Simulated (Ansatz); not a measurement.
Here is the system:

ScPd:
```
ScPd
1.0
    3.22918     0.00000     0.00000
    0.00000     3.22918     0.00000
    0.00000     0.00000     3.22918
Sc Pd
1 1
Direct
  0.50000   0.50000   0.50000
  0.00000   0.00000   0.00000
```

This is the LDA-relaxed structure.

Q: All from plane-wave PAW LDA (Ansatz code), unless another level is named. Give the density of states at the Fermi level.

A: 0.70 states/eV per atom (mean over ±0.08 eV).

Q: And the formation energy from the elements (no fitted shifts)?

A: -0.92 eV/atom.

Space group Pm-3m (CsCl type). The first step of the workflow began from a Materials Project structure, measured or hypothetical; the Crystallography Open Database files this formula in space group No. 221, but the cells were not matched. Whether it is the stable phase at ambient conditions was not checked. The cell was relaxed with LDA under the symmetry of its start; of distortions, only those at the zone centre were tested. No spin polarisation was allowed. The references are the lowest solids computed at this level, not always the standard phases. Scalar-relativistic: spin–orbit coupling is off unless named, which matters more the heavier the elements.

Potentials: the later of the program's two PAW sets.
